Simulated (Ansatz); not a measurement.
According to DFT-PBEsol in the program Ansatz with PAW potentials, ZrMo in the rock salt structure (Fm-3m) relaxes to a = 5.422 Å. Mo has 6 nearest neighbours from 2.71 Å (octahedral); Zr has 6 nearest neighbours from 2.71 Å (octahedral). Its formation energy from the elements is 1009 meV/atom, with no fitted shifts.

Electronic character: metallic (no gap). Gap from PBEsol with spin–orbit coupling: none (metallic).

The bulk modulus is 126 GPa. The relaxed-ion elastic constants in GPa are C11 = 281, C12 = 45.4, C44 = -109. The highest mode at Γ lies at 236 cm^-1.

The start of the workflow was typed in or built on a structure type; neither database checked (COD, Materials Project) lists it. Whether it is the stable phase at ambient conditions was not checked. The PBEsol relaxation kept the symmetry of its start. At this level the phase is mechanically unstable. No spin polarisation was allowed. Its formation energy is positive at this level, so the cell may be metastable or incomplete. As this level gives no gap, shear constants depend on the k-mesh and smearing (Fermi–Dirac, 0.1 eV here). As this level gives no gap, phonon frequencies hold no LO–TO term and depend on the k-mesh and smearing (Fermi–Dirac, 0.1 eV here). The references are the lowest solids computed at this level, not always the standard phases. Spin–orbit coupling is left out wherever it is not named.

Potentials: the earlier of the program's two PAW sets. The files were generated under PBE; for other functionals the program regenerates the frozen cores, and for LDA and PBEsol the local potential too.
